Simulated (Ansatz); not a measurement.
ZrCl$_{4}$:
```
ZrCl4
1.0
    6.36513     0.00000     0.00000
    0.00000     7.47734     0.00000
   -2.03304     0.00000     5.93931
Zr Cl
2 8
Direct
  0.00000   0.83034   0.75000
  0.00000   0.16966   0.25000
  0.74434   0.36641   0.01899
  0.25566   0.63359   0.98101
  0.25566   0.36641   0.48101
  0.74434   0.63359   0.51899
  0.22691   0.89381   0.49942
  0.77309   0.10619   0.50058
  0.77309   0.89381   0.00058
  0.22691   0.10619   0.99942
```

DFT-r²SCAN+D4 in the program Ansatz with PAW potentials gives a gap of 4.06 eV without spin–orbit coupling, maximum at Γ, minimum at C2.

What happens when spin–orbit coupling is switched on?

The gap falls by 0.01 eV, to 4.05 eV; maximum at Γ, minimum at C2.

Give the electron effective mass with spin–orbit coupling.

3.1, 4.7, 29 mₑ (principal values).

Give the hole effective mass with spin–orbit coupling.

1.3, 1.4, 28 mₑ (principal values).

Space group P2/c. The first step of the workflow began from a Materials Project structure, measured or hypothetical; the Crystallography Open Database files this formula in space group No. 13, but the cells were not matched. Whether it is the stable phase at ambient conditions was not checked. The r²SCAN+D4 relaxation kept the symmetry of its start; its stability against distortions is not shown here. The run is not spin-polarised.

Potentials: the earlier of the program's two PAW sets. The files were generated under PBE; for other functionals the program regenerates the frozen cores, and for LDA and PBEsol the local potential too.
